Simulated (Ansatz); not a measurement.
Al:
```
CELL_PARAMETERS angstrom
      0.00000     3.71520     3.71520
      3.71520     0.00000     3.71520
      3.71520     3.71520     0.00000
ATOMIC_POSITIONS crystal
  Al 0.75000 0.75000 0.75000
  Al 0.50000 0.50000 0.50000
  Al 0.12500 0.62500 0.12500
  Al 0.12500 0.12500 0.12500
  Al 0.62500 0.12500 0.12500
  Al 0.12500 0.12500 0.62500
```

Relaxed with PBEsol. Special points in fractions of this cell's reciprocal vectors: Γ (0.000, 0.000, 0.000); X (0.500, 0.000, 0.500); U (0.625, 0.250, 0.625); K (0.375, 0.375, 0.750); L (0.500, 0.500, 0.500); W (0.500, 0.250, 0.750).

Q: List the band energies nearest the Fermi level at these points for plane-wave PAW PBEsol (Ansatz code).

A: In eV from the Fermi level; about four levels below and three above (degenerate sets whole), none deeper than 8.9 eV; points with the same levels are listed once.

| k | below | above |
|---|---|---|
| Γ | -0.32 -0.23 -0.23 -0.23 | 8.12 8.12 8.12 |
| X | -5.72 -5.72 -5.44 -5.44 | 1.28 1.28 1.43 1.43 |
| U | -2.82 -0.75 -0.43 0.00 | 0.32 2.20 2.62 |
| L | -3.67 -3.67 -3.40 -3.40 -3.14 | 0.57 1.18 1.18 |
| W | -2.77 -2.77 -2.13 -2.13 | 1.95 1.95 2.52 2.52 |

Space group Fd-3m. The start of the workflow was typed in or built on a structure type; neither database checked (COD, Materials Project) lists it. It is not the phase usual at ambient conditions (space group No. 225). The cell was relaxed with PBEsol under the symmetry of its start. At this level the phase is dynamically unstable (imaginary phonons).

Potentials: the later of the program's two PAW sets.
